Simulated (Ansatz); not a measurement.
One crystal and one scan (energy against volume) at two levels, PBE (plane waves to 420 eV, PAW, scalar-relativistic; Ansatz, an electronic-structure program) and r2SCAN (plane waves to 500 eV, PAW, scalar-relativistic; Ansatz), each from its own relaxed cell and on its own mesh. The cell shown is that of PBE.

LaBi (rock salt)

```yaml
crystal:
  lattice:
    - [0.00000, 3.33041, 3.33041]
    - [3.33041, 0.00000, 3.33041]
    - [3.33041, 3.33041, 0.00000]
  atoms:
    - { symbol: La, position: [0.50000, 0.50000, 0.50000] }
    - { symbol: Bi, position: [0.00000, 0.00000, 0.00000] }
```

E(V) scan at fixed shape, V₀ the volume above. Symmetry pins the atoms to their sites.

Energies are smeared free energies. LaBi is run without spin polarisation. LaBi was relaxed with its symmetry unable to fall. Spin-orbit coupling is left out, though Bi is heavy. Percentages come from the unrounded values. Both scans cover V/V₀ from 0.900 to 1.100.

| quantity | PBE | r2SCAN | PBE − r2SCAN |
|---|---|---|---|
| Lattice constant a (Å) | 6.661 | 6.662 | -0.001 |
| Pressure at the smallest volume (GPa) | 6.2 | 6.6 | -0.4 (-6 %) |
| Energy cost of the largest compression (meV/atom) | 65 | 70 | -5 (-6 %) |
| Energy cost of the largest expansion (meV/atom) | 46 | 50 | -4 (-7 %) |
| Bulk modulus B₀ (third-order Birch-Murnaghan fit) (GPa) | 47.2 | 50.7 | -3.5 (-6.8 %) |
| Pressure derivative B₀′ (fit) | 4.3 | 4.2 | +0.1 (+2 %) |
| Pressure for 5 % compression (fit) (GPa) | 2.7 | 2.9 | -0.2 (-7 %) |

PBE gives the lower value for: pressure at the smallest volume; energy cost of the largest compression; energy cost of the largest expansion; bulk modulus B₀. They agree on: lattice constant a (within 0.2 %). Neither level is exact: the differences show how much the result hangs on the functional.

ΔE (meV/atom), each from the relaxed starting cell of its own level:

| V/V₀ | PBE | r2SCAN |
|---|---|---|
| 0.900 | 65 | 70 |
| 0.925 | 35 | 37 |
| 0.950 | 15 | 16 |
| 0.975 | 4 | 4 |
| 1.000 | 0 | 0 |
| 1.025 | 3 | 4 |
| 1.050 | 13 | 14 |
| 1.075 | 27 | 29 |
| 1.100 | 46 | 50 |

(A scan under strain: stresses follow from slopes of the energy per volume, elastic moduli from its curvatures.)
